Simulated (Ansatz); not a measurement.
The relaxed structure here is a generated cell of GaNi: the first start was made by placing the elements on the sites of a structure type, and the end was not matched to a known phase here, so it may be hypothetical.

One starting cell of GaNi (a generated trial cell of GaNi in the AFLOW prototype AB_oI4_44_a_b (as in GaAs)) was relaxed twice with Ansatz (plane waves, PAW, scalar-relativistic): with PBEsol at 420 eV and with PBE at 420 eV. The PBEsol result:

```
GaNi
1.0
   -1.31468     2.03188     2.46142
    1.31468    -2.03188     2.46142
    1.31468     2.03188    -2.46142
Ni Ga
1 1
Direct
  0.00000   0.00000   0.00000
  0.50000   0.50000   0.00000
```

| quantity | PBEsol | PBE |
|---|---|---|
| space group | Immm | Immm |
| volume (Å³/atom) | 13.15 | ? |
| a (Å) | 2.629 | ? |
| b (Å) | 4.064 | ? |
| c (Å) | 4.923 | ? |
| gap (eV, no spin-orbit coupling) | 0.00 | ? |

Problem. What does PBE give for the same quantities?

Solution. 
- volume (Å³/atom), PBE: 13.86
- a (Å), PBE: 2.673
- b (Å), PBE: 4.117
- c (Å), PBE: 5.036
- gap (eV, no spin-orbit coupling), PBE: 0.00

Both levels end in the same structure; PBE's volume is 5.4 % larger. Neither column is exact.

No spin polarisation in the result. A magnetic state may lie lower.

The run could not lose the symmetry of its start, so the end can be a saddle point.

Ansatz is a first-principles code.
